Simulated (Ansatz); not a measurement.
ZrZn (Pm-3m): the size of the finite step

```yaml
crystal:
  lattice:
    - [3.29234, 0.00000, 0.00000]
    - [0.00000, 3.29234, 0.00000]
    - [0.00000, 0.00000, 3.29234]
  atoms:
    - { symbol: Zr, position: [0.50000, 0.50000, 0.50000] }
    - { symbol: Zn, position: [0.00000, 0.00000, 0.00000] }
```

The conventional cell has a = 3.292 Å, b = 3.292 Å, c = 3.292 Å, α = 90.00°, β = 90.00°, γ = 90.00°. Zr (atom 1) is surrounded by 8 Zn at 2.85 Å. Around Zn (atom 2) lie 8 Zr at 2.85 Å.

Level of theory, where no other is named: PBEsol, PAW on Ansatz 0.2.0's default frozen-core files (fitted under PBE), scalar-relativistic. k mesh 12×12×12, strains of ±0.003, Fermi-Dirac smearing of 0.050 eV, cutoff 420 eV. The cell was relaxed by PAW under this functional.

Problem. Elastic constants come from stresses at strains of ±0.003 (two-point stencil): C11 = 155.8, C12 = 99.7, C44 = 77.2 GPa. What does an amplitude of 0.08 give?

Solution. C11 = 148.0, C12 = 107.8, C44 = 77.2 GPa. A large step picks up anharmonic terms.

Caveats: frozen-core PAW files fitted under PBE, their cores solved anew for the functional of the run; responses of metals move with mesh and smearing.
